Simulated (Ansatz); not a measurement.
Space group R-3m:H (No. 166). a = 4.288 Å, b = 4.288 Å, c = 29.879 Å, α = 90.00°, β = 90.00°, γ = 120.00°
| atom | site | symmetry | x | y | z |
| --- | --- | --- | --- | --- | --- |
| Bi | 6c | 3m | 0.6667 | 0.3333 | 0.9390 |
| Te | 6c | 3m | 0.3333 | 0.6667 | 0.8798 |
| Se | 3a | -3m | 0.0000 | 0.0000 | 0.0000 |

Equation of state of this Bi2Te2Se structure (not necessarily the ground state), with shape and atoms relaxed at each volume where symmetry leaves them free. Level of theory: DFT PBEsol, scalar-relativistic, plane waves, PAW in Ansatz 0.2.0.

Cutoff 420 eV; k points 12×12×12 on the computed 5-atom cell (Γ-centred); Gaussian smearing, width 0.10 eV; no spin polarisation.

| V (Å³/atom) | E − E(largest V) (meV/atom) | P (GPa) | gap on mesh (eV) |
| --- | --- | --- | --- |
| 29.816 | 6.60 | 2.74 | 0.09 |
| 30.767 | -4.69 | 1.17 | 0.04 |
| 31.719 | -7.86 | 0.00 | 0.03 |
| 32.671 | -5.43 | -0.74 | 0.15 |
| 33.622 | 0.00 | -1.04 | 0.33 |

Task: Fit a third-order Birch–Murnaghan equation to E(V).

Result: V0 = 31.71 Å³/atom, B0 = 30 GPa, B0' = 14.6. B0' is unusual or poorly fixed by this range.

Spin-orbit coupling is left out, which matters for the bands of heavy elements.

The gaps are read on the mesh, which can miss the band edges, so they can be too wide.